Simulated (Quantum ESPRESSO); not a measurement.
**Computed NMR tensors in LiF**

```yaml
crystal:
  lattice:
    - [0.00000, 2.00865, 2.00865]
    - [2.00865, 0.00000, 2.00865]
    - [2.00865, 2.00865, 0.00000]
  atoms:
    - { symbol: Li, position: [0.00000, 0.00000, 0.00000] }
    - { symbol: F, position: [0.50000, 0.50000, 0.50000] }
```
The cell was made here from an entry of the Crystallography Open Database (unchecked): atoms relaxed with PBE in the measured cell (PBE without dispersion, pw.x of a modified build of Quantum ESPRESSO, symmetry kept).  Stability against distortions was not tested.

Computed: shieldings by PBE GIPAW (Quantum ESPRESSO, JTH PAW datasets), 22.5 Ha, k-mesh 6×6×6 shifted, f-sum rule met within 0.001 %.

| site | site symmetry | σ_iso (ppm) |
|---|---|---|
| Li (atom 1) | m-3m | 81 |
| F (atom 2) | m-3m | 361 |

Shieldings are absolute and leave out the bulk-susceptibility term; a larger σ means a smaller chemical shift. By our sweeps, such settings leave a few ppm in absolute σ.
